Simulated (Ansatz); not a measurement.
Consider the following.

LuB₂Ru₃:
```xyz
6
Lattice="5.4442 0.0000 0.0000 -2.7221 4.7148 0.0000 0.0000 0.0000 3.0026" Properties=species:S:1:pos:R:3 pbc="T T T"
Ru     2.7221     0.0000     1.5013
Ru     1.3611     2.3574     1.5013
Ru    -1.3611     2.3574     1.5013
Lu     0.0000     0.0000     0.0000
B      0.0000     3.1432     0.0000
B      2.7221     1.5716     0.0000
```

This is the r²SCAN-relaxed structure.

Question: All from the program Ansatz at the r²SCAN level (PAW), unless another level is named. Give the electronic character.

Answer: metallic (no gap).

Question: What about the formation energy from the elements (no fitted shifts)?

Answer: -0.51 eV/atom.

Question: Next, the density of states at the Fermi level?

Answer: 0.55 states/eV per atom (mean over ±0.08 eV).

Space group P6/mmm. The workflow started from an entry of the Crystallography Open Database (COD). Whether it is the stable phase at ambient conditions was not checked. The cell was relaxed with r²SCAN under the symmetry of its start; its stability against distortions is not shown here. The run is not spin-polarised. The references are the lowest solids computed at this level, not always the standard phases. Scalar-relativistic: spin–orbit coupling is off unless named, which matters more the heavier the elements.

Potentials: the later of the program's two PAW sets.
